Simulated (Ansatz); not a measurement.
Pt:
```
CELL_PARAMETERS angstrom
      1.38349     0.79876    13.86231
     -1.38349     0.79876    13.86231
      0.00000    -1.59751    13.86231
ATOMIC_POSITIONS crystal
  Pt 0.86088 0.86088 0.86088
  Pt 0.58263 0.58263 0.58263
  Pt 0.30510 0.30510 0.30510
  Pt 0.69490 0.69490 0.69490
  Pt 0.41737 0.41737 0.41737
  Pt 0.13912 0.13912 0.13912
```

Relaxed with r²SCAN.

Q: Which orbitals make up the states near the Fermi level in the program Ansatz at the r²SCAN level (PAW)?

A: Within 0.5 eV of the Fermi level: Pt 5d 95 %. Projections are on Löwdin-orthogonalised atomic valence shells; empty p or d shells of many metals are not among them.

Q: Tabulate the density of states.

A: States/eV per cell of 6 atoms, in 0.25 eV bins, energy from the Fermi level.

```
E (eV)  total  Pt 5d  Pt 6s  Pt 5p
------  -----  -----  -----  -----
-7.85    1.03   0.16   0.83   0.01
-7.60    1.35   0.33   0.98   0.02
-7.35    2.75   1.33   1.37   0.02
-7.10    3.68   2.16   1.47   0.02
-6.85    5.45   3.74   1.65   0.03
-6.60    7.04   5.42   1.56   0.03
-6.35    8.35   6.97   1.31   0.03
-6.10    7.63   6.65   0.91   0.03
-5.85    7.63   6.95   0.61   0.03
-5.60    6.49   6.10   0.33   0.03
-5.35    6.42   6.11   0.23   0.03
-5.10    7.52   7.15   0.26   0.04
-4.85    8.01   7.64   0.26   0.03
-4.60    8.00   7.59   0.29   0.03
-4.35    8.52   8.05   0.35   0.03
-4.10    9.56   9.00   0.40   0.03
-3.85   10.93  10.21   0.51   0.03
-3.60   11.64  10.79   0.59   0.04
-3.35   11.70  10.97   0.50   0.03
-3.10    8.45   7.77   0.46   0.02
-2.85    8.39   7.76   0.40   0.02
-2.60    7.28   6.74   0.31   0.02
-2.35    7.99   7.46   0.32   0.01
-2.10    7.80   7.35   0.25   0.01
-1.85    8.01   7.56   0.25   0.01
-1.60    6.49   6.10   0.22   0.01
-1.35    7.11   6.76   0.20   0.01
-1.10    6.45   6.13   0.19   0.01
-0.85    7.25   6.92   0.21   0.00
-0.60    7.58   7.28   0.20   0.00
-0.35    8.91   8.60   0.22   0.00
-0.10   11.45  11.08   0.28   0.00
0.15     8.93   8.53   0.32   0.00
0.40     4.27   3.83   0.35   0.00
0.65     1.67   1.12   0.42   0.00
0.90     1.61   0.98   0.46   0.00
1.15     1.60   0.89   0.50   0.00
1.40     1.59   0.80   0.54   0.00
1.65     1.59   0.73   0.56   0.00
1.90     1.59   0.66   0.59   0.00
2.15     1.57   0.60   0.60   0.00
2.40     1.57   0.54   0.62   0.00
2.65     1.57   0.49   0.63   0.00
2.90     1.49   0.42   0.61   0.00
3.15     1.47   0.37   0.61   0.00
3.40     1.49   0.34   0.61   0.00
3.65     1.41   0.29   0.59   0.00
3.90     1.45   0.27   0.61   0.00
4.15     1.44   0.24   0.61   0.00
4.40     1.42   0.21   0.61   0.00
4.65     1.39   0.18   0.62   0.00
```

Space group R-3m. The start of the workflow was typed in or built on a structure type; neither database checked (COD, Materials Project) lists it. It is not the phase usual at ambient conditions (space group No. 225). Symmetry was held in the r²SCAN relaxation; whether a distortion lowers the energy is not shown. No spin polarisation was allowed. Spin–orbit coupling is left out wherever it is not named.

Potentials: the earlier of the program's two PAW sets.
